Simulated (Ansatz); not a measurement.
MgZnO₂:
```xyz
4
Lattice="3.2654 0.0000 0.0000 -1.6327 2.8279 0.0000 0.0000 0.0000 5.1240" Properties=species:S:1:pos:R:3 pbc="T T T"
Mg     0.0000     1.8853     2.5419
Zn     1.6327     0.9426     0.0143
O      0.0000     1.8853     4.5331
O      1.6327     0.9426     1.9903
```

Relaxed with PBEsol. Plane-wave PAW PBEsol (Ansatz code) gives a gap of 1.70 eV.

Q: What gap does HSE06 give on the same cell (Ansatz, PAW)?

A: 3.52 eV, 1.82 eV more. The hybrid was solved on a coarser mesh and at special points; its gap is the smallest among all of these.

```tsv
k	v1 PBEsol	c1 PBEsol	v1 HSE06	c1 HSE06
Γ	0.00	1.70	0.00	3.52
A	-0.05	3.86	[?]	[?]
K	-1.62	7.61	-1.75	9.52
H	-0.80	7.69	[?]	[?]
M	-0.81	6.50	[?]	[?]
L	-0.78	6.03	[?]	[?]
```

Q: Top valence (v1) and lowest conduction level (c1) in eV from each method's valence maximum (which need not be a listed point): supply the withheld HSE06 values.

A: 
- M, v1 HSE06: -0.84
- M, c1 HSE06: 8.56
- L, v1 HSE06: -0.84
- L, c1 HSE06: 7.99
- H, v1 HSE06: -0.80
- H, c1 HSE06: 9.65
- A, v1 HSE06: -0.06
- A, c1 HSE06: 5.76

Cost on shared cores: the PBEsol run (SCF on a 10×10×6 mesh, then bands and DOS) roughly 50 core-seconds, the HSE06 run (SCF on 7×7×4, then a few points) very roughly 5 core-minutes; the tasks are unlike.

Space group P3m1. The first step of the workflow began from a Materials Project structure, measured or hypothetical; the Crystallography Open Database copy checked does not list it. With Mg and Zn taken as one species the cell has the higher symmetry P6_3mc, so it may be an ordered model of a mixed-site phase. Whether it is the stable phase at ambient conditions was not checked. The cell was relaxed with PBEsol under the symmetry of its start; of distortions, only those at the zone centre were tested.

Potentials: the later of the program's two PAW sets.
